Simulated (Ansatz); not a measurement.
Data:

ZrCu:
```xyz
10
Lattice="5.3387 0.0000 0.0000 0.0000 4.9205 0.0000 -0.9471 0.0000 6.5488" Properties=species:S:1:pos:R:3 pbc="T T T"
Cu     2.0673     3.7292     2.1825
Cu     2.0673     1.1913     2.1825
Zr    -0.4076     2.4602     2.9696
Cu     1.1952     0.0000     6.4489
Zr     3.2951     0.0000     4.5770
Cu     0.5940     0.0000     4.0054
Zr     4.9227     0.0000     1.2415
Cu     2.1115     2.4602     4.2602
Zr    -0.1829     2.4602     5.9927
Zr     3.4401     2.4602     0.3297
```

This is the r²SCAN-relaxed structure.

### Question
All from r²SCAN (plane waves, PAW; program Ansatz), unless another level is named. Predict the formation energy from the elements (no fitted shifts).

### Answer
-0.052 eV/atom.

### Question
And the density of states at the Fermi level?

### Answer
0.63 states/eV per atom (mean over ±0.08 eV).

Space group Pm. The start of the workflow was typed in or built on a structure type; neither database checked (COD, Materials Project) lists it. Whether it is the stable phase at ambient conditions was not checked. The cell was relaxed with r²SCAN under the symmetry of its start; whether a distortion lowers the energy is not shown. The run is not spin-polarised. The references are the lowest solids computed at this level, not always the standard phases. Spin–orbit coupling is left out wherever it is not named.

Potentials: the earlier of the program's two PAW sets.
